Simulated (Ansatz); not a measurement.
SiO2:
```cif
data_O4Si2
_chemical_formula_sum 'Si2 O4'
_space_group_name_H-M_alt 'P 1'
_space_group_IT_number 1
_cell_length_a 4.23596
_cell_length_b 4.23596
_cell_length_c 2.69046
_cell_angle_alpha 90.000
_cell_angle_beta 90.000
_cell_angle_gamma 90.000
loop_
_space_group_symop_operation_xyz
  'x, y, z'
loop_
_atom_site_label
_atom_site_type_symbol
_atom_site_fract_x
_atom_site_fract_y
_atom_site_fract_z
_atom_site_occupancy
Si1 Si 0.00000 0.00000 0.00000 1
Si2 Si 0.50000 0.50000 0.50000 1
O1 O 0.30698 0.30698 0.00000 1
O2 O 0.19302 0.80698 0.50000 1
O3 O 0.69302 0.69302 0.00000 1
O4 O 0.80698 0.19302 0.50000 1
```

Relaxed with PBE. The program Ansatz at the PBE level (PAW) gives a gap of 5.04 eV.

What gap does HSE06 give on the same cell (Ansatz, PAW)?

7.11 eV, 2.07 eV more. The hybrid was solved on a coarser mesh and at special points; its gap is the smallest among all of these.

```csv
k,v1 PBE,c1 PBE,v1 HSE06,c1 HSE06
Γ,0.00,5.04,0.00,7.11
Z,-2.56,8.65,___,___
M,-2.16,7.03,___,___
A,-1.47,6.84,___,___
R,-1.67,8.45,___,___
X,-1.04,7.31,-1.05,9.47
```

Top valence (v1) and lowest conduction level (c1) in eV from each method's valence maximum (which need not be a listed point): supply the withheld HSE06 values.


- A, v1 HSE06: -1.57
- A, c1 HSE06: 8.96
- R, v1 HSE06: -1.76
- R, c1 HSE06: 10.66
- Z, v1 HSE06: -2.72
- Z, c1 HSE06: 10.94
- M, v1 HSE06: -2.31
- M, c1 HSE06: 9.19

Cost on shared cores: the PBE run (SCF on a 7×7×10 mesh, then bands and DOS) very roughly 23 core-seconds, the HSE06 run (SCF on 4×4×6, then a few points) about 70 core-seconds (a rough figure); the tasks are unlike.

Space group P4_2/mnm (rutile). This is a known high-pressure phase of the composition, computed here at zero pressure and temperature. The cell was relaxed with PBE under the symmetry of its start; phonons on a q-mesh show no instability.

Potentials: the later of the program's two PAW sets.
